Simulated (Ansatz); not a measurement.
All-electron LAPW in Ansatz 0.2.0 under PBE, scalar-relativistic, energies extrapolated to zero smearing. Slabs are 1×1 cells cut from bulk crystals relaxed on PAW files, with atoms then relaxed, 16 to 20 Å of vacuum, a dipole correction, k spacings of 0.16 to 0.26 Å⁻¹ and smearing of 0.02 to 0.1 eV, without spin–orbit coupling; Cr, Mn, Fe, Co, Ni, Eu and Gd start ferromagnetic, the others run without spin. The bulk type named needn't be the stable one, and no reconstruction is allowed.

```tsv
slab	area (Å²)	γ (J/m²)	Φ (eV)	Δd12 (%)
bcc Fe (110), 1 layer	5.67	2.38	4.52	–
bcc Fe (110), 3 layers	5.67	?	4.83	0.8
bcc Fe (100), 3 layers	8.02	2.54	3.83	-0.5
bcc Fe (111), 4 layers	13.89	2.54	?	14.0
```

Question: What belongs in the row "bcc Fe (111), 4 layers", column "Φ (eV)"?

Answer: 3.96.

Question: Give the missing entry: row "bcc Fe (110), 3 layers", column "γ (J/m²)".

Answer: 2.52.
